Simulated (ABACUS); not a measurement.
A self-consistent single point of Al3GaN4 (P-42m, 8 atoms in the cell; from Materials Project mp-1019378, changed as shown).

```yaml
crystal:
  lattice:
    - [4.40144, 0.00000, 0.00000]
    - [0.00000, 4.31341, 0.00000]
    - [0.00000, 0.00000, 4.40144]
  atoms:
    - { symbol: Al, position: [0.50000, 0.50000, 0.00000] }
    - { symbol: Al, position: [0.00000, 0.50000, 0.50000] }
    - { symbol: Al, position: [0.50000, 0.00000, 0.50000] }
    - { symbol: Ga, position: [0.00000, 0.00000, 0.00000] }
    - { symbol: N, position: [0.74416, 0.74416, 0.25584] }
    - { symbol: N, position: [0.74416, 0.25584, 0.74416] }
    - { symbol: N, position: [0.25584, 0.25584, 0.25584] }
    - { symbol: N, position: [0.25584, 0.74416, 0.74416] }
```

Computed with PBEsol, numerical atomic orbitals TZP (confined pseudo-atomic orbitals with Gaussian additions; energy shift 0.003 Ry), PseudoDojo 0.4 standard norm-conserving PBEsol (tails mended) pseudopotentials (ABACUS).

ABACUS settings:

* **basis**: TZP numerical atomic orbitals, energy shift 0.003 Ry
* **KPT**: Gamma 6 6 6 0 0 0
* **basis_type**: lcao
* **dft_functional**: PBESOL
* **ecutwfc**: 100 Ry
* **smearing_method**: fd
* **smearing_sigma**: 0.00146997 Ry
* **potentials**: PseudoDojo 0.4 standard norm-conserving PBEsol (tails mended)
* **symmetry**: 1
* **ks_solver**: genelpa
* **scf_nmax**: 100
* **scf_thr**: 1.0e-07
* **mixing_type**: pulay

Results:

| Item | Result |
|---|---|
| Number of valence electrons | 42 |
| Number of bands | 31 |
| Number of k-points after the program's reduction | 40 |
| Size of the basis | 153 |
| Number of SCF iterations | 10 |
| Free energy E − TS | -3401.1347 eV |
| Top of the valence band (on the code's own zero) | 8.13 eV |
| Gap on the k-point mesh | 3.21 eV |
| Pressure | 6.62 GPa |

Stress (GPa, positive for compression):
```
5.77  0.00  0.00
0.00  8.30  0.00
0.00  0.00  5.77
```

Gaps are taken between levels on the mesh.

For comparison: a first run was changed to give this one (lattice vector b scaled by 0.98), and from it to this one the free energy rises by 7.0 meV/atom, the pressure goes from 2.25 to 6.62 GPa and the gap on the mesh goes from 3.311 to 3.206 eV.

The atom-centred basis is finite, which shifts total energies, pressures and gaps against plane waves. The structure comes from a collection of computed structures, made at another level of theory; the collection holds predicted forms beside known ones.

Cost on one core: roughly 60 core-seconds.

The atomic orbitals were generated for these runs; they are not ABACUS's published sets and were checked against plane waves on a few crystals only.

“Tails mended”: in these copies of the files the far tail of each local potential was reset to the Coulomb form.
